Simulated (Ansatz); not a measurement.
The relaxed structure here is a generated cell of VSi2: the first start was made by placing the elements on the sites of a structure type, and the end was not matched to a known phase here, so it may be hypothetical.

One stationary structure of VSi2. All values below come from PBE (plane waves to 420 eV, PAW, scalar-relativistic; Ansatz, a first-principles code).

```xyz
6
Lattice="4.1785 -1.7523 0.0000 4.1785 1.7523 0.0000 -3.3139 0.0000 6.0530" Properties=species:S:1:pos:R:3 pbc="T T T"
V      3.2688     0.0000     4.6095
V      1.7744     0.0000     1.4436
Si     0.8130     0.0000     3.8056
Si     7.5593     0.0000     0.8464
Si     4.2302     0.0000     2.2474
Si    -2.5161     0.0000     5.2066
```

**Question.** Find the space group and the Wyckoff positions (tolerance 0.01 Å).

**Answer.** Space group C2/m (No. 12); a = 8.357 Å, b = 3.505 Å, c = 6.901 Å, α = γ = 90.00°, β = 118.70°

| atom | site | symmetry | x | y | z |
|---|---|---|---|---|---|
| V | 4i | m | 0.3069 | 0.0000 | 0.2385 |
| Si | 4i | m | 0.3466 | 0.0000 | 0.6287 |
| Si | 4i | m | 0.0400 | 0.0000 | 0.8602 |

**Question.** Give the shortest distances between elements (the closest pairs, up to four, under 3.6 Å).

**Answer.** Si–Si 2.33 Å; Si–V 2.45 Å; V–V 3.44 Å.

- Volume per atom = 14.77 Å³
- Band gap = zero (metallic)
- Magnetic moment = zero (the starting moments vanished)

No spin polarisation in the result: the starting moments vanished.

It was reached from a disturbed copy of a Fm-3m (No. 225) cell (AFLOW prototype AB2_cF12_225_a_c (C1, as in CaF2)), against which it lies -0.47 eV/atom.
